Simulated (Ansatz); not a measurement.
# SrVO3 (cubic perovskite), energy against volume

SrVO$_{3}$ (cubic perovskite)

```
SrVO3
1.0
    3.85762     0.00000     0.00000
    0.00000     3.85762     0.00000
    0.00000     0.00000     3.85762
Sr V O
1 1 3
Cartesian
  0.00000   0.00000   0.00000
  1.92881   1.92881   1.92881
  0.00000   1.92881   1.92881
  1.92881   1.92881   0.00000
  1.92881   0.00000   1.92881
```

Equation-of-state scan: isotropic scaling of the cell above, V₀ being its volume. Symmetry pins the atoms to their sites.

Calculation: PBE (plane waves to 420 eV, PAW, scalar-relativistic; Ansatz, a quantum-chemistry and plane-wave program). k mesh 12×12×12 (Γ-centred), Fermi-Dirac smearing 0.05 eV. E stands for the smeared free energy. Compression counts positive. SrVO3 is run without spin polarisation and with no Hubbard U. SrVO3 was relaxed with its symmetry unable to fall. The zero of ΔE is the relaxed starting cell.

| V (Å³/atom) | ΔE (meV/atom) | P (GPa) |
|---|---|---|
| 9.644 | 227 | 46.4 |
| 9.950 | 149 | 35.6 |
| 10.257 | 91 | 26.2 |
| 10.563 | 48 | 18.2 |
| 10.869 | 20 | 11.2 |
| 11.175 | 5 | 5.2 |
| 11.481 | 0 | 0.0 |
| 11.787 | 4 | -4.5 |
| 12.094 | 17 | -8.4 |
| 12.400 | 36 | -11.8 |
| 12.706 | 61 | -14.7 |
| 13.012 | 92 | -17.2 |
| 13.318 | 127 | -19.3 |

Summary:

```yaml
pressure_at_the_smallest_volume: 46.4 GPa
energy_cost_of_the_largest_compression: 227 meV/atom
energy_cost_of_the_largest_expansion: 127 meV/atom
Bulk modulus B₀ (third-order Birch-Murnaghan fit): 181 GPa
Pressure derivative B₀′ (fit): 4.4
equilibrium_volume_of_the_fit: 11.48 Å³/atom
Pressure for 5 % compression (fit): 10.4 GPa
```

(Under strain, the slope of the energy per volume gives the stress and its curvature an elastic modulus.)
